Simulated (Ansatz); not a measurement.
Problem. Each is relaxed and computed with plane-wave PAW LDA (Ansatz code). Which is the only one with a gap?
(A) CaSi2, R-3m (Ca on 6c, Si on 6c, Si on 6c)
(B) CaO2, I4/mmm (Ca on 2b, O on 4e)
(C) YSi2Pt2, I4/mmm (Y on 2a, Si on 4e, Pt on 4d)
(D) Cu3Si, I4/mmm (Si on 2a, Cu on 4d, Cu on 2b)

Solution. B, CaO2, I4/mmm (Ca on 2b, O on 4e). CaO2: gap 2.69 eV; CaSi2: metal; Cu3Si: metal; YSi2Pt2: metal. Standing as an ambient phase not checked: CaO2, I4/mmm (Ca on 2b, O on 4e); CaSi2, R-3m (Ca on 6c, Si on 6c, Si on 6c); Cu3Si, I4/mmm (Si on 2a, Cu on 4d, Cu on 2b); YSi2Pt2, I4/mmm (Y on 2a, Si on 4e, Pt on 4d). Unstable at this level: CaO2, I4/mmm (Ca on 2b, O on 4e). All cells were relaxed under the symmetry of their starts (and spin orders); stability against distortions was not tested throughout. Rows with no word on spin ran without spin polarisation. Spin–orbit coupling is left out wherever it is not named.

Potentials: the later of the program's two PAW sets.
